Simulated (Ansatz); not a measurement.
Bi:
```yaml
crystal:
  lattice:
    - [2.25985, -2.25617, 0.00000]
    - [2.25985, 2.25617, 0.00000]
    - [0.00000, 0.00000, 6.38876]
  atoms:
    - { symbol: Bi, position: [0.51228, 0.48772, 0.75000] }
    - { symbol: Bi, position: [0.48772, 0.51228, 0.25000] }
```

Relaxed with LDA. Special points in fractions of this cell's reciprocal vectors: Γ (0.000, 0.000, 0.000); Y (0.500, 0.500, 0.000); F0 (0.499, 0.501, 0.000); Δ0 (-0.499, 0.499, 0.000); Z (0.000, 0.000, 0.500); B0 (-0.499, 0.499, 0.500); G0 (0.499, 0.501, 0.500); T (0.500, 0.500, 0.500); S (0.000, 0.500, 0.000); R (0.000, 0.500, 0.500).

Question: List the band energies nearest the Fermi level at these points for LDA (plane waves, PAW; program Ansatz).

Answer: In eV from the Fermi level; about four levels below and three above (degenerate sets whole), none deeper than 8.9 eV; points with the same levels are listed once.

```
k                     below                above
--  -----------------------  -------------------
Γ                     -5.27       3.24 3.26 3.27
Y   -3.29 -1.46 -1.45 -1.42       2.68 5.39 5.44
Z               -1.91 -1.91  4.10 4.10 4.11 4.11
B0  -2.53 -2.53 -2.52 -2.52  2.24 2.24 3.45 3.45
S         -5.27 -3.32 -3.29       2.65 5.29 5.30
R               -4.47 -4.47  0.19 0.19 5.43 5.43
```

Space group Cmcm. The first step of the workflow began from a Materials Project structure, measured or hypothetical; the Crystallography Open Database copy checked does not list it. It is not the phase usual at ambient conditions (space group No. 166). The cell was relaxed with LDA under the symmetry of its start; whether a distortion lowers the energy is not shown. Scalar-relativistic: spin–orbit coupling is off unless named, which matters more the heavier the elements.

Potentials: the later of the program's two PAW sets.
